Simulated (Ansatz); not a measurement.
The relaxed structure here is a generated cell of AlNi: the first start was made by placing the elements on the sites of a structure type, and the end was not matched to a known phase here, so it may be hypothetical. Known forms of AlNi include space group No. 221.

The end point of a relaxation of AlNi. Space group Pmmn (No. 59). All values below come from r2SCAN (plane waves to 500 eV, PAW, scalar-relativistic; Ansatz, an electronic-structure program).

```cif
data_Al2Ni2
_chemical_formula_sum 'Al2 Ni2'
_space_group_name_H-M_alt 'P 1'
_space_group_IT_number 1
_cell_length_a 2.69466
_cell_length_b 3.58385
_cell_length_c 5.05489
_cell_angle_alpha 90.000
_cell_angle_beta 90.000
_cell_angle_gamma 90.000
loop_
_space_group_symop_operation_xyz
  'x, y, z'
loop_
_atom_site_label
_atom_site_type_symbol
_atom_site_fract_x
_atom_site_fract_y
_atom_site_fract_z
_atom_site_occupancy
Al1 Al 0.00000 0.00000 0.66075 1
Al2 Al 0.50000 0.50000 0.33925 1
Ni1 Ni 0.00000 0.00000 0.14735 1
Ni2 Ni 0.50000 0.50000 0.85265 1
```

Q: Estimate the magnetic moment that r2SCAN returns for this input.

A: Zero (the starting moments vanished).

No spin polarisation in the result: the starting moments vanished. A magnetic state may lie lower.

The run could not lose the symmetry of its start; a randomly shaken copy of 8 atoms returns to this structure.
